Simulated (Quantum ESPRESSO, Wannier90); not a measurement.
**Wannierisation of BaO (NiAs type)**

Cell from Materials Project (mp-1008500), symmetrised, no further relaxation. Not found in the COD (Crystallography Open Database) copy used, which has the formula in other groups; not checked further. Level: PBEsol, no spin polarisation, no spin-orbit coupling; pw.x of Quantum ESPRESSO at 68 Ry with PseudoDojo potentials, 6×6×4 k-points, Wannier90. Density: 12×12×6 mesh, cold smearing 0.01 Ry. Spin-orbit coupling is left out although heavy elements are present.

```
begin unit_cell_cart
ang
    3.8186301786    0.0000000000    0.0000000000
   -1.9093150893    3.3070307423    0.0000000000
    0.0000000000    0.0000000000    6.6542000000
end unit_cell_cart
mp_grid = 6 6 4
```

Which shells of neighbouring k-points and which b-vectors and weights does Wannier90 pick for this cell and mesh?


```
 *---------------------------------- K-MESH ----------------------------------*
 +----------------------------------------------------------------------------+
 |                    Distance to Nearest-Neighbour Shells                    |
 |                    ------------------------------------                    |
 |          Shell             Distance (Ang^-1)          Multiplicity         |
 |          -----             -----------------          ------------         |
 |             1                   0.236061                      2            |
 |             2                   0.316658                      6            |
 |             3                   0.394965                     12            |
 |             4                   0.472122                      2            |
 |             5                   0.548468                      6            |
 |             6                   0.568481                     12            |
 |             7                   0.597111                     12            |
 |             8                   0.633316                      6            |
       ... (lines left out)
 +----------------------------------------------------------------------------+
 | The b-vectors are chosen automatically                                     |
 | The following shells are used:                       1,  2                 |
 +----------------------------------------------------------------------------+
 |                        Shell   # Nearest-Neighbours                        |
 |                        -----   --------------------                        |
 |                          1               2                                 |
 |                          2               6                                 |
 +----------------------------------------------------------------------------+
 | Completeness relation is fully satisfied [Eq. (B1), PRB 56, 12847 (1997)]  |
 +----------------------------------------------------------------------------+
 |                  b_k Vectors (Ang^-1) and Weights (Ang^2)                  |
 |                  ----------------------------------------                  |
 |            No.         b_k(x)      b_k(y)      b_k(z)        w_b           |
 |            ---        --------------------------------     --------        |
 |             1         0.000000    0.000000    0.236061     8.972675        |
 |             2         0.000000    0.000000   -0.236061     8.972675        |
 |             3         0.000000    0.316658    0.000000     3.324283        |
 |             4         0.274234    0.158329    0.000000     3.324283        |
 |             5         0.000000   -0.316658    0.000000     3.324283        |
 |             6         0.274234   -0.158329    0.000000     3.324283        |
 |             7        -0.274234   -0.158329    0.000000     3.324283        |
 |             8        -0.274234    0.158329    0.000000     3.324283        |
```
